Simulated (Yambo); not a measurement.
Here is the system:

```xyz
2
Lattice="0.0000 2.2003 2.2003 2.2003 0.0000 2.2003 2.2003 2.2003 0.0000" Properties=species:S:1:pos:R:3 pbc="T T T"
C      0.0000     0.0000     0.0000
Si     3.3005     3.3005     3.3005
```

Workflow: norm-conserving PBEsol (Quantum ESPRESSO, 82 Ry, no spin-orbit coupling), then G0W0 in Yambo (6×6×6 Γ-centred k mesh, 76 bands and a 14 Ry block in the screening, 76 bands in G with the Bruneval-Gonze terminator, plasmon pole fitted at 27.2 eV).

Q: Give the PBEsol and G0W0 gaps between the band edges found on this mesh, and say where the edges lie.

A: Edges: Γ → X. PBEsol: 1.27 eV; G0W0: 2.18 eV. Convergence of the G0W0 settings was not tested. 

Geometry strained from the cell relaxed with PBEsol, atoms relaxed again.
